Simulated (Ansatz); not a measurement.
Li₄Ca₂MgSi₂N₆ in space group C2/m (No. 12; Pearson symbol mS30), r²SCAN in the plane-wave PAW code Ansatz, all energies at zero smearing, with the estimated change up to a 700 eV cutoff added, with one set of potentials and settings (totals compare only within such a set). Cell of 15 atoms (4 Li, 2 Ca, 1 Mg, 2 Si, 6 N): -9994.402 eV.

```csv
element,reference phase,E (eV/atom)
Li,"Fm-3m, 1 atoms in the cell",-205.1371
Ca,"Fm-3m, 1 atoms in the cell",-1821.6752
Mg,"P6_3/mmc, 2 atoms in the cell",-1926.4086
Si,"Fd-3m, 2 atoms in the cell",-639.0667
N,"Pa-3, 8 atoms in the cell",-384.8315
```

Formation energy per atom, worked out: (-9994.402 − 4×(-205.1371) − 2×(-1821.6752) − 1×(-1926.4086) − 2×(-639.0667) − 6×(-384.8315))/15 = -1.131 eV/atom (-109 kJ per mol of atoms), at 0 K, without zero-point energy or fitted corrections.

The workflow started from a Materials Project entry (that database holds measured and hypothetical structures alike); the Crystallography Open Database copy checked does not list it. Its standing as an ambient phase is unchecked. Symmetry was held in the r²SCAN relaxation; whether a distortion lowers the energy is not shown. The references are the lowest solids computed at this level, not always the standard phases (solids in place of the gases).

Potentials: the later of the program's two PAW sets.
